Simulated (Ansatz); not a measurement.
The start is a generated cell, Si2W built in the AFLOW prototype AB2_hP6_194_c_f (C7, as in MoS2). The cell and all atomic positions are relaxed at zero pressure with r2SCAN (plane waves to 500 eV, PAW, scalar-relativistic; Ansatz, an electronic-structure program). First-step values are on the input's coarse k-mesh.

Ansatz input (later rounds restart from its end on a renewed k-mesh):
Ansatz 0.2 input:
```yaml
crystal:
  lattice:
    - [2.9370607, 0, 0]
    - [-1.4685304, 2.5435692, 0]
    - [0, 0, 11.4239677]
  atoms:
    - { symbol: W, position: [0.33333333, 0.66666667, 0.25] }
    - { symbol: W, position: [0.66666667, 0.33333333, 0.75] }
    - { symbol: Si, position: [0.33333333, 0.66666667, 0.6275] }
    - { symbol: Si, position: [0.66666667, 0.33333333, 0.1275] }
    - { symbol: Si, position: [0.66666667, 0.33333333, 0.3725] }
    - { symbol: Si, position: [0.33333333, 0.66666667, 0.8725] }
basis: { ecutwfc: 500, ecutrho_ratio: 4, xc_grid: 4, fft_grid_basis: typed }
kpoints: { mp_grid: { grid: [9, 9, 2] } }
hamiltonian:
  xc: r2scan
  dispersion: none
  pseudopotentials: { azcp: { folder: ./paw }, kind: paw }
scf: { occupations: { method: fermi_dirac, width: 0.05 } }
relax: { f_tol: 0.01, max_steps: 100, cell: { stress_tol: 0.02 } }
output: { forces: true, stress: true }
```

Which atoms feel the largest initial force, and how large is it?

About 8.4 eV/Å, on Si3, Si4, Si5, Si6 (atoms numbered as listed).

By how much does the energy per atom fall from start to end?

1.44 eV/atom.

How does the volume change?

+0.7 %, from 14.22 to 14.33 Å³/atom.

How do the shortest distances between atoms change?

The closest pairs of elements (up to four, under 3.6 Å), start → end: Si–W 2.20 → 2.62 Å; Si–Si 2.80 → 2.54 Å; W–W 2.94 → 2.89 Å.

What band gap does the relaxed structure have at this level?

No gap (metallic).

Write out the relaxed structure.


Space group P6₃/mmc (No. 194); a = 2.8870 Å, b = 2.8870 Å, c = 11.9111 Å, α = 90.00°, β = 90.00°, γ = 120.00°

| atom | site | symmetry | x | y | z |
|---|---|---|---|---|---|
| W | 2c | -6m2 | 0.3333 | 0.6667 | 0.2500 |
| Si | 4f | 3m. | 0.6667 | 0.3333 | 0.0806 |

The space group stays P6₃/mmc (No. 194) (the run could not lower it), with 6 atoms in the primitive cell. Final values are on a 18×18×4 k-mesh of the relaxed cell. No spin polarisation in the result. A magnetic state may lie lower.

The run could not lower the symmetry of its start; a shaken copy of this end point relaxes with r2SCAN to P6₃/mmc (No. 194), 0.29 eV/atom lower.

The relaxed structure here is a generated cell of Si2W: the first start was made by placing the elements on the sites of a structure type, and the end was not matched to a known phase here, so it may be hypothetical. Known forms of Si2W include space group No. 139.
